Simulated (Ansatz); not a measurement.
A relaxed structure of CeO2 is spoiled in several ways and relaxed again each time (noise and exchanges are one random draw each; squeezed and stretched starts keep its symmetry, which their runs cannot lower; pressure is positive under compression). Calculation: r2SCAN (plane waves to 500 eV, PAW, scalar-relativistic; Ansatz, a quantum-chemistry and plane-wave program).

```cif
data_Ce4O8
_chemical_formula_sum 'Ce4 O8'
_space_group_name_H-M_alt 'Fm-3m'
_space_group_IT_number 225
_space_group_name_Hall '-F 4 2 3'
_cell_length_a 5.43775
_cell_length_b 5.43775
_cell_length_c 5.43775
_cell_angle_alpha 90.000
_cell_angle_beta 90.000
_cell_angle_gamma 90.000
loop_
_atom_site_label
_atom_site_type_symbol
_atom_site_symmetry_multiplicity
_atom_site_Wyckoff_symbol
_atom_site_fract_x
_atom_site_fract_y
_atom_site_fract_z
_atom_site_occupancy
Ce1 Ce 4 a 0.00000 0.00000 0.00000 1
O1 O 8 c 0.25000 0.25000 0.25000 1
```
(The calculation used a cell of 3 atoms; values per cell refer to that cell.)

Task: One start gave a first pressure of -19.5 GPa, a largest first force of 0.00 eV/Å and released 0.14 eV/atom. Which change was it?
A) stretched uniformly to 130 % of its volume
B) stretched uniformly to 115 % of its volume
C) with every coordinate shifted by Gaussian noise of σ = 0.1 Å

Result: B, stretched uniformly to 115 % of its volume. All starts:

```csv
change,first pressure (GPa),largest first force (eV/Å),released (eV/atom),moves,outcome,final group,E − E(parent) (eV/atom)
stretched uniformly to 115 % of its volume,-19.5,0.00,0.14,3,returns to the parent,Fm-3m,0.000
stretched uniformly to 130 % of its volume,-27.8,0.00,0.44,5,returns to the parent,Fm-3m,0.000
with every coordinate shifted by Gaussian noise of σ = 0.1 Å,3.3,2.12,0.099,4,returns to the parent,Fm-3m,0.000
```

First-step values come from each run's starting, coarser k-mesh (7×7×7). The runs use different k-meshes, so differences are rounded accordingly. No spin polarisation in the result. No Hubbard U is applied. The f-shell occupation is the one the SCF fell into and was not checked against other states.
